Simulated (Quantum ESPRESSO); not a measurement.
Inputs of pw.x and gipaw.x (a modified build of Quantum ESPRESSO, PBE) for AlN; the starting potential comes from an earlier run on another mesh:

```
&CONTROL
  calculation = 'scf'
  prefix = 'x'
  pseudo_dir = './pseudo'
  outdir = './out'
  tprnfor = .true.
/
&SYSTEM
  ibrav = 0
  nat = 2
  ntyp = 2
  ecutwfc = 50
  ecutrho = 200
  occupations = 'fixed'
  nbnd = 4
/
&ELECTRONS
  conv_thr = 1e-11
  startingpot = 'file'
/
ATOMIC_SPECIES
Al 26.982 Al.GGA_PBE-JTH.UPF
N 14.007 N.GGA_PBE-JTH.UPF
CELL_PARAMETERS angstrom
    0.000000000000     2.183995000000     2.183995000000
    2.183995000000     0.000000000000     2.183995000000
    2.183995000000     2.183995000000     0.000000000000
ATOMIC_POSITIONS crystal
Al     0.000000000000     0.000000000000     0.000000000000
N      0.750000000000     0.750000000000     0.750000000000
K_POINTS automatic
7 7 7 1 1 1
```

```
&INPUTGIPAW
  job = 'nmr'
  prefix = 'x'
  tmp_dir = './out/'
  restart_mode = 'from_scratch'
  pawproj(1) = .true.
  pawproj(2) = .true.
  use_nmr_macroscopic_shape = .false.
/
```

The geometry is a computed Materials Project entry, not a measured one. It is AlN in F-43m. Stability against distortions was not tested.

**Question.** What does gipaw.x print for the total shieldings?

**Answer.** 
```
     Total NMR chemical shifts in ppm: ---------------------------------------
     (adopting the Simpson convention for anisotropy and asymmetry)-----------

     Atom  1  Al  pos: (  0.000000  0.000000  0.000000)  Total sigma:         435.00
           435.0033          0.0000         -0.0000
             0.0000        435.0033          0.0000
            -0.0000          0.0000        435.0033

     Al      1    anisotropy:      0.00    eta:    0.0000
     Al      1    sigma_11=    435.00
     Al      1    sigma_22=    435.00
     Al      1    sigma_33=    435.00

     Atom  2  N   pos: (  1.060660  1.060660  1.060660)  Total sigma:         105.39
           105.3905         -0.0000         -0.0000
            -0.0000        105.3905          0.0000
            -0.0000          0.0000        105.3905

     N       2    anisotropy:      0.00    eta:    0.0000
     N       2    sigma_11=    105.39
     N       2    sigma_22=    105.39
     N       2    sigma_33=    105.39
```
The printed anisotropy is 3/2 (σ_33 − σ_iso) in the program's own order; the axes are left out here. All sites are cubic, so the anisotropy vanishes by symmetry. These are absolute shieldings with no macroscopic susceptibility term; δ = σ_ref − σ needs a reference computed alike. By our sweeps, such settings leave a few ppm in absolute σ. No d partial waves on Al: the paramagnetic term there is incompletely reconstructed. The structure is static (0 K, no zero-point motion).
